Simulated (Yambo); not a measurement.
G0W0@PBE for InP (zinc blende, space group F-43m, No. 216) in Yambo. Reference settings: 4×4×4 Γ-centred k mesh, bands 5 to 225 and a 15 Ry block in the screening, 225 bands in G with the Bruneval-Gonze terminator, plasmon pole fitted at 27.2 eV. The PBE gap Γ → Γ on this mesh is 0.65 eV; G0W0 gaps are taken between the same points.

Gap (Γ → Γ) in eV against the number of bands and the screening block, terminator on:

| bands (W and G) | 3 Ry | 6 Ry | 9 Ry | 12 Ry | 15 Ry |
|---|---|---|---|---|---|
| 42 | 1.366 | 1.404 | 1.406 | 1.404 | 1.403 |
| 76 | 1.327 | 1.370 | 1.372 | 1.370 | 1.369 |
| 118 | 1.314 | 1.361 | 1.369 | 1.367 | 1.366 |
| 171 | 1.308 | 1.356 | 1.367 | 1.367 | 1.367 |
| 225 | 1.306 | 1.352 | 1.365 | 1.365 | 1.365 |

Rough cost of the Yambo step against the reference (shared machines):

```
bands (W and G)  3 Ry  6 Ry  9 Ry  12 Ry  15 Ry
---------------  ----  ----  ----  -----  -----
42               1/10  1/10  1/10    1/7    1/5
76                1/9   1/9   1/5    1/4    1/3
118               1/5   1/6   1/4    1/2     ~1
171               1/5   1/4   1/3     ~1     ~1
225               1/3   1/3   1/2     ~1      1
```

At the largest block the last step in bands moves the gap by -0.002 eV; at the most bands the last step in the block moves it by 0.000 eV.

Spin-orbit splittings are left out.

Geometry relaxed with PBEsol; primitive cell a = b = c = 4.1586 Å, α = β = γ = 60.00°.

The potentials are those of PseudoDojo's stringent table.
